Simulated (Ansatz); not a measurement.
GaP:
```yaml
crystal:
  lattice:
    - [3.84207, 0.00000, 0.00000]
    - [-1.92103, 3.32733, 0.00000]
    - [0.00000, 0.00000, 6.33696]
  atoms:
    - { symbol: Ga, position: [0.66667, 0.33333, 0.50011] }
    - { symbol: Ga, position: [0.33333, 0.66667, 0.00011] }
    - { symbol: P, position: [0.66667, 0.33333, 0.87389] }
    - { symbol: P, position: [0.33333, 0.66667, 0.37389] }
```

Relaxed with r²SCAN.

Question: Give the Bader charges and basin volumes of the independent atoms, r²SCAN in the plane-wave PAW code Ansatz.

Answer: 

| atom | Bader charge (e) | Bader volume (Å³) |
|---|---|---|
| Ga1 | +0.92 | 14.7 |
| P3 | -0.92 | 25.8 |

Space group P6_3mc (wurtzite). The workflow started from a Materials Project entry (that database holds measured and hypothetical structures alike); the Crystallography Open Database copy checked does not list it. It is not the phase usual at ambient conditions (space group No. 216). The r²SCAN relaxation kept the symmetry of its start; its stability against distortions is not shown here. Spin–orbit coupling is left out wherever it is not named.

Potentials: the later of the program's two PAW sets.
